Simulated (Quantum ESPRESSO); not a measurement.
## Kohn-Sham bands of ZrO2 (fluorite)

```yaml
crystal:
  lattice:
    - [0.00000, 2.54508, 2.54508]
    - [2.54508, 0.00000, 2.54508]
    - [2.54508, 2.54508, 0.00000]
  atoms:
    - { symbol: Zr, position: [0.00000, 0.00000, 0.00000] }
    - { symbol: O, position: [0.25000, 0.25000, 0.25000] }
    - { symbol: O, position: [0.75000, 0.75000, 0.75000] }
```

Structure: Materials Project mp-1565, symmetrised, not relaxed again. COD (Crystallography Open Database) records the formula in this space group. Ideal cubic forms of this type are often high-temperature phases that distort on cooling; symmetry holds the cell here, and its stability was not tested. Computed values, not measurements, from PBEsol: Quantum ESPRESSO (norm-conserving PseudoDojo potentials, cutoff 68 Ry, spinors with spin-orbit coupling) on a Γ-centred 8×8×8 mesh, then Wannier90. Density: 10×10×10 mesh, cold smearing 0.01 Ry.

Energies are relative to the valence-band maximum; weights are on the orthonormalised atomic waves of the pseudopotential files, averaged over the group. 24 electrons a cell are treated as valence.

```json
[
 {"bands": "1–2", "from (eV)": "-47.93", "to (eV)": "-47.86", "filling": "filled", "weight on atomic waves": "[?]"},
 {"bands": "3–4", "from (eV)": "-27.37", "to (eV)": "-27.02", "filling": "filled", "weight on atomic waves": "[?]"},
 {"bands": "5–8", "from (eV)": "-25.81", "to (eV)": "-25.23", "filling": "filled", "weight on atomic waves": "[?]"},
 {"bands": "9–12", "from (eV)": "-18.09", "to (eV)": "-15.46", "filling": "filled", "weight on atomic waves": "[?]"},
 {"bands": "13–24", "from (eV)": "-6.00", "to (eV)": "0.00", "filling": "filled", "weight on atomic waves": "[?]"},
 {"bands": "25–28", "from (eV)": "3.30", "to (eV)": "4.71", "filling": "empty", "weight on atomic waves": "[?]"}
]
```

Question: Which atomic shells make up each group?

Answer: 
- 1–2, weight on atomic waves: Zr 4s 96 %
- 3–4, weight on atomic waves: Zr 4p 96 %
- 5–8, weight on atomic waves: Zr 4p 95 %
- 9–12, weight on atomic waves: O 2s 80 %, Zr 4d 10 %, Zr 5s 5 %
- 13–24, weight on atomic waves: O 2p 81 %, Zr 4d 14 %
- 25–28, weight on atomic waves: Zr 4d 87 %, O 2p 11 %

The Kohn-Sham gap over both meshes and the path is 3.30 eV.
